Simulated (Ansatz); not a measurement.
Task: Name crystals whose computed values (r²SCAN in the plane-wave PAW code Ansatz) fall in these windows: gap (eV) 0.51 to 0.63; B₀ by P(V) fit (GPa) 23 to 29; electron conductivity mass (mₑ) 7.4 to 9.5.

Result: 

| crystal | gap (eV) | B₀ by P(V) fit (GPa) | electron conductivity mass (mₑ) |
|---|---|---|---|
| VF3, C2/c (V on 4d, F on 8f, F on 4e) | 0.57 | 25.0 | 8.3 |
Others may fit too.

Spin orders computed, not proven ground states: VF3, C2/c (V on 4d, F on 8f, F on 4e) ferromagnetic. Standing as an ambient phase not checked: VF3, C2/c (V on 4d, F on 8f, F on 4e). The cell was relaxed under the symmetry of its start. No Hubbard U is applied.

Potentials: the later of the program's two PAW sets.
